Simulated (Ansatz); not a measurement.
SnTe:
```yaml
crystal:
  lattice:
    - [0.00000, 3.20472, 3.20472]
    - [3.20472, 0.00000, 3.20472]
    - [3.20472, 3.20472, 0.00000]
  atoms:
    - { symbol: Sn, position: [0.00000, 0.00000, 0.00000] }
    - { symbol: Te, position: [0.50000, 0.50000, 0.50000] }
```

Relaxed with PBE. Special points in fractions of this cell's reciprocal vectors: Γ (0.000, 0.000, 0.000); X (0.500, 0.000, 0.500); U (0.625, 0.250, 0.625); K (0.375, 0.375, 0.750); L (0.500, 0.500, 0.500); W (0.500, 0.250, 0.750).

Task: List the band energies nearest the valence-band maximum at these points for PBE in the plane-wave PAW code Ansatz.

Result: In eV from the valence-band maximum; about four levels below and three above (degenerate sets whole), none deeper than 8.9 eV; points with the same levels are listed once.

```json
[
 {"k": "Γ", "below": "-4.87 -2.00 -2.00 -2.00", "above": "3.25 3.25 3.25"},
 {"k": "X", "below": "-6.43 -5.22 -3.49 -3.49", "above": "2.39 4.68 4.68"},
 {"k": "U", "below": "-7.24 -4.84 -3.03 -2.58", "above": "2.92 3.00 4.23"},
 {"k": "L", "below": "-8.07 -1.68 -1.68 0.00", "above": "0.05 0.45 0.45"},
 {"k": "W", "below": "-7.21 -4.51 -4.51 -0.81", "above": "0.86 4.60 4.60"}
]
```

Space group Fm-3m (rock salt). The cell was relaxed with PBE under the symmetry of its start. Spin–orbit coupling is left out wherever it is not named.

Potentials: the later of the program's two PAW sets.
